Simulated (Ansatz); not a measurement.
PbF₂:
```
CELL_PARAMETERS angstrom
      0.00000     2.98118     2.98118
      2.98118     0.00000     2.98118
      2.98118     2.98118     0.00000
ATOMIC_POSITIONS crystal
  Pb 0.00000 0.00000 0.00000
  F  0.25000 0.25000 0.25000
  F  0.75000 0.75000 0.75000
```

Relaxed with PBE+D3(BJ). Special points in fractions of this cell's reciprocal vectors: Γ (0.000, 0.000, 0.000); X (0.500, 0.000, 0.500); U (0.625, 0.250, 0.625); K (0.375, 0.375, 0.750); L (0.500, 0.500, 0.500); W (0.500, 0.250, 0.750).

Question: List the band energies nearest the valence-band maximum at these points for plane-wave PAW PBE+D3(BJ) with spin–orbit coupling (Ansatz code).

Answer: In eV from the valence-band maximum; about four levels below and three above (degenerate sets whole), none deeper than 8.9 eV; points with the same levels are listed once.

```
k                    below                          above
-  -----------------------  -----------------------------
Γ  -1.86 -1.86 -1.86 -1.86  5.01 5.01 7.42 7.42 7.42 7.42
X  -1.47 -1.47 -0.14 -0.14            4.04 4.04 7.23 7.23
U  -1.51 -1.51 -0.03 -0.03            4.73 4.73 6.64 6.64
L  -2.06 -2.06 -0.03 -0.03            4.62 4.62 6.88 6.88
W    -1.44 -1.44 0.00 0.00            4.98 4.98 6.52 6.52
```

Space group Fm-3m (fluorite). The cell was relaxed with PBE+D3(BJ) under the symmetry of its start; phonons on a q-mesh show no instability.

Potentials: the later of the program's two PAW sets.
